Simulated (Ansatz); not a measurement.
Given:

WO$_{3}$:
```cif
data_O9W3
_chemical_formula_sum 'W3 O9'
_space_group_name_H-M_alt 'P 1'
_space_group_IT_number 1
_cell_length_a 7.34658
_cell_length_b 7.34658
_cell_length_c 3.77654
_cell_angle_alpha 90.000
_cell_angle_beta 90.000
_cell_angle_gamma 120.000
loop_
_space_group_symop_operation_xyz
  'x, y, z'
loop_
_atom_site_label
_atom_site_type_symbol
_atom_site_fract_x
_atom_site_fract_y
_atom_site_fract_z
_atom_site_occupancy
W1 W 0.50000 0.50000 0.00000 1
W2 W 0.00000 0.50000 0.00000 1
W3 W 0.50000 0.00000 0.00000 1
O1 O 0.21475 0.42950 0.00000 1
O2 O 0.78525 0.57050 0.00000 1
O3 O 0.78525 0.21475 0.00000 1
O4 O 0.21475 0.78525 0.00000 1
O5 O 0.57050 0.78525 0.00000 1
O6 O 0.42950 0.21475 0.00000 1
O7 O 0.00000 0.50000 0.50000 1
O8 O 0.50000 0.00000 0.50000 1
O9 O 0.50000 0.50000 0.50000 1
```

This is the LDA-relaxed structure.

Question: All from DFT-LDA in the program Ansatz with PAW potentials, unless another level is named. Give the highest zone-centre frequency (without LO–TO term).

Answer: 993 cm^-1.

Question: Next, the Debye temperature from the elastic constants?

Answer: 578 K.

Space group P6/mmm. The workflow started from a Materials Project entry (that database holds measured and hypothetical structures alike); the Crystallography Open Database files this formula in space group No. 191, but the cells were not matched. Whether it is the stable phase at ambient conditions was not checked. Symmetry was held in the LDA relaxation. At this level the phase is dynamically unstable (imaginary phonons). No spin polarisation was allowed. No Hubbard U is applied. Spin–orbit coupling is left out wherever it is not named.

Potentials: the later of the program's two PAW sets.
